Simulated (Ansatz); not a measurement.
## SnAs (Fm-3m): several responses side by side

The conventional cell has a = 5.714 Å, b = 5.714 Å, c = 5.714 Å, α = 90.00°, β = 90.00°, γ = 90.00°. Around Sn (atom 1) lie 6 As at 2.86 Å. As (atom 2) is surrounded by 6 Sn at 2.86 Å.

Ansatz runs use the cell relaxed by PAW under their functional.

(1) What do its conduction electrons give? (PBEsol, all-electron LAPW in Ansatz 0.2.0, scalar-relativistic; a = 5.714 Å; k mesh 12×12×12, fine mesh 16×16×16, Fermi-Dirac smearing of 0.100 eV, basis error target 1 meV/atom)

(2) How stiff is it? (PBEsol, all-electron LAPW in Ansatz 0.2.0, scalar-relativistic; a = 5.715 Å; k mesh 14×14×14, strains of ±0.008, Fermi-Dirac smearing of 0.100 eV, basis error target 1 meV/atom)

(3) How does it vibrate? (PBEsol, all-electron LAPW in Ansatz 0.2.0, scalar-relativistic; a = 5.716 Å; k mesh 10×10×10, Fermi-Dirac smearing of 0.100 eV, basis error target 0.5 meV/atom; q mesh 2×2×2)

Results:

(1) Fermi-surface sums: N(E_F) = 0.30 states/eV/atom, ħω_p (r.m.s. of x, y, z) = 8.9 eV, Fermi speed = 1.49×10⁶ m/s.

(2) Elastic moduli (Hill averages, relaxed ions; θ_D from sound speeds over directions): B = 72.7 GPa, G = 42.8 GPa, C11 = 166 GPa, C44 = 30.4 GPa, ν = 0.254, θ_D = 283 K.

(3) Harmonic phonons by finite displacements (negative means unstable): highest mode = 155 cm⁻¹, lowest at L = 106 cm⁻¹, lowest at X = 42.2 cm⁻¹, highest at Γ = 89.7 cm⁻¹.

Keep in mind: these sums move with the mesh, by several per cent and more for small sheets (Fermi surface); responses of metals move with mesh and smearing (moduli, phonons).
